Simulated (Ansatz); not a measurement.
NiO (CsCl type, Pm-3m) at seven volumes, the program Ansatz at the PBEsol level (PAW), scaled uniformly. One row is withheld.

```json
[
 {"V (Å³/atom)": "7.570", "P (GPa)": "26.25"},
 {"V (Å³/atom)": "7.819", "P (GPa)": "15.99"},
 {"V (Å³/atom)": "8.069", "P (GPa)": "7.33"},
 {"V (Å³/atom)": "8.318", "P (GPa)": "0.01"},
 {"V (Å³/atom)": "8.568", "P (GPa)": "-6.19"},
 {"V (Å³/atom)": "8.817", "P (GPa)": "-11.42"},
 {"V (Å³/atom)": "9.067", "P (GPa)": "?"}
]
```

Task: Fit the shown pressures and predict the withheld one.

Result: P = (3/2)B₀(x^(7/2) − x^(5/2))[1 + (3/4)(B′ − 4)(x − 1)] with x = (V₀/V)^(2/3). Least squares on the six rows gives V₀ = 8.319 Å³/atom, B₀ = 224 GPa, B′ = 4.58. At V = 9.067, x = 0.9442 and P = -15.84 GPa. The run itself gave -15.85 GPa.

A made-up cell: these elements were put on the sites of a structure type; neither database checked (COD, Materials Project) lists it. It is not the phase usual at ambient conditions (space group No. 225). Symmetry was held in the PBEsol relaxation, as lowered by the spin order; whether a distortion lowers the energy is not shown. Magnetic state: antiferromagnetic, chosen from 3 collinear starts compared on coarse meshes (ties went to the first, and starts can fall back to one state), not a proven ground state. No Hubbard U is applied.

Potentials: the later of the program's two PAW sets.
